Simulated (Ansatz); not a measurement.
SnTe built on the rocksalt prototype: a single-point calculation in Ansatz (PBE). The cell was relaxed with r2SCAN and then strained (isotropic +1.0 % on every length), with the atoms relaxed again with r2SCAN; k points keep the names of the unstrained zone.

Input (YAML):
```yaml
crystal:
  lattice:
    - [0.0, 3.2212236489, 3.2212236489]
    - [3.2212236489, 0.0, 3.2212236489]
    - [3.2212236489, 3.2212236489, 0.0]
  atoms:
    - { symbol: Sn, position: [0.0, 0.0, 0.0] }
    - { symbol: Te, position: [0.5, 0.5, 0.5] }
kpoints:
  mp_grid: { grid: [8, 8, 8] }
  band_path:
    path:
      - [0.0, 0.0, 0.0]
      - [0.5, 0.0, 0.5]
      - [0.625, 0.25, 0.625]
      - [0.375, 0.375, 0.75]
      - [0.5, 0.5, 0.5]
      - [0.5, 0.25, 0.75]
      - [0.0, 0.0, 0.5]
    npoints: 1
hamiltonian:
  xc: pbe
scf:
  occupations: { method: fermi_dirac, width: 0.02 }
  n_extra_bands: 4
output:
  forces: true
  stress: true
  eigenvalues: true
```

Run as `ansatz run input.yaml --threads 2 --pin off --max-ram 20275MiB --backend cpu --events-out ev --progress --plain --runs-dir out`. Wall time 1.1 s on 2 threads of AMD EPYC 7R13 Processor (Zen 3), on a shared host, load about 2.7 per core; peak host memory 0.57 GiB.

Output, abridged:
```
scf.n_extra_bands = 4 over 15 filled bands (N_el = 30.0): the run solves 19 bands
Functional definition: PBE
Crystal: 2 atoms, lattice volume = 66.849 Å³
Basis set: ecut = 420 eV, 1291 PW (Γ)
Symmetry: 48 space group operations
Space group: Fm-3m (ITA 225)
k-points: 29 of 512
preconditioner: auto → none  [insulator: Δε(μ)=0.093 eV  σ=0.020 eV  ℏωp=14.4 eV]
SCF 1 converged in 7 iterations: F = -13004.743674 eV  dr2 = 4.08e-8
Free energy (F): -13004.743674 eV
Internal energy: -13004.743486 eV  (E = F + TS)
E sigma→0 (E₀):  -13004.743580 eV
Entropy (-TS):   -0.000188 eV (-0.094 meV/atom)
Fermi energy:    8.718825 eV
--- Per-component energies (eV) ---
  E_band       = -378.445291
  E_kinetic    = 364.548058
  E_local      = -2254.398747
  E_nonlocal   = -343.171865
  E_hartree    = 1392.222635
  E_xc         = -507.048102
  E_vxc        = -199.994113
  E_paw        = -8795.317544
  E_vpaw       = -729.859302
  E_ewald      = -2861.577719
  E_smearing   = -0.000188
--- Stress (GPa, compression-positive) ---
       -0.557613       0.000000       0.000000
        0.000000      -0.557613       0.000000
        0.000000       0.000000      -0.557613
  P = ⅓ Tr σ = -0.5576 GPa (-5.576 kbar)
```

Levels at the listed points, from bands.tsv (eV from the Fermi energy, bands near the gap, counted from 0):
```tsv
# k_distance	band_10	band_11	band_12	band_13	band_14	band_15	band_16	band_17	band_18
# fermi_ev = 8.718825
# [0, 0, 0] at k_distance = 0.000000
# [0.5, 0, 0.5] at k_distance = 0.975279
# [0.625, 0.25, 0.625] at k_distance = 1.320093
# [0.375, 0.375, 0.75] at k_distance = 1.917327
# [0.5, 0.5, 0.5] at k_distance = 2.514561
# [0.5, 0.25, 0.75] at k_distance = 3.204187
# [0, 0, 0.5] at k_distance = 3.893814
# levels_relative_to = fermi_ev
0.000	-12.339	-4.937	-1.974	-1.974	-1.974	3.199	3.199	3.199	4.882
0.975	-10.978	-6.429	-5.124	-3.435	-3.435	2.431	4.598	4.598	5.893
1.320	-10.944	-7.208	-4.755	-2.975	-2.556	2.878	2.949	4.230	5.213
1.917	-10.944	-7.208	-4.755	-2.975	-2.556	2.878	2.949	4.230	5.213
2.515	-11.221	-8.006	-1.654	-1.654	-0.046	0.046	0.458	0.458	7.615
3.204	-10.902	-7.174	-4.429	-4.429	-0.825	0.842	4.563	4.563	5.823
3.894	-11.221	-8.006	-1.654	-1.654	-0.046	0.046	0.458	0.458	7.615
```
In order the rows are Γ, X, U, K, L, W, L.

PBE gives a direct gap of 0.09 eV at L. Edges are sought over the mesh and the listed points. At this geometry PBE finds -0.56 GPa, compression counted positive: its own equilibrium volume is smaller.

No spin polarisation and no zero-point or thermal motion.

No spin-orbit coupling is included; it can move band edges with weight on the heavy atoms by tenths of an eV.

Gaps or overlaps of about a tenth of an eV are at the limit of these meshes: between the points read a gap can be smaller or closed.
